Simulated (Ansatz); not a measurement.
# Emptying LiGa3 of Li

All numbers below come from DFT r2SCAN, scalar-relativistic, plane waves, PAW in Ansatz.

Settings: cutoff 500 eV, Γ-centred mesh 10×10×10 on the computed 4-atom cell, Gaussian smearing of 0.10 eV; no spin polarisation for the host; each changed cell takes a mesh and smearing chosen by its own gap and starts from the host's moments or customary ones, or runs without spin. Cells and atoms are relaxed to the nearest stationary point that keeps the symmetry of their start (forces under 0.02 to 0.04 eV/Å, stress under 0.1 to 0.2 GPa); energies are at zero smearing, without zero-point or thermal terms.

Relaxed LiGa3 (gap on the mesh 0 eV):

```
Li Ga
1.0
     4.00258    0.00000    0.00000
     0.00000    4.00258    0.00000
     0.00000    0.00000    4.00258
Li Ga
1 3
Direct
  0.00000 0.00000 0.00000
  0.50000 0.00000 0.50000
  0.00000 0.50000 0.50000
  0.50000 0.50000 0.00000
```

Cases, by atom numbers of the cell above (or of that cell doubled along its shortest vector, each atom followed by its copy): (1) atom 1 removed; (2) atom 1 removed in the doubled cell.

Problem. Give for each case the energy to move one Li into Li metal, the mean voltage and the change of the cell.

Solution.
```csv
case,formula,energy per Li (eV),mean voltage against Li (V),ΔV (%),principal strains (%),space group,gap (eV)
1,Ga,0.96,0.96,-10.8,-3.7 -3.7 -3.7,Pm-3m,0
2,LiGa6,0.88,0.88,-5.5,-1.7 -1.7 -2.1,P4/mmm,0
```

Step by step, from the lower of at most two arrangements at each filling: 1.00 → 0.50 costs 0.88 eV per Li (0.88 V); 0.50 → 0.00 costs 1.04 eV per Li (1.04 V).

Problem. What happens when all Li is exchanged for Na?

Solution. The exchange against the metals takes 0.68 eV per ion, the volume changes by +16.2 % (Pm-3m, gap 0 eV), and the mean voltage of Na over the emptied host is 0.28 V.

Emptied cells are the nearest stationary points that keep their symmetry and need not be the stable phases of those compositions. In an alloy the metal atoms rearrange easily as Li leaves, so real voltages are set by the stable phases and can be far lower. Voltages count 1 electron per Li.

Cost: 4 runs of about 3.2 core-minutes in all, on Arm Neoverse V2 (shared hosts).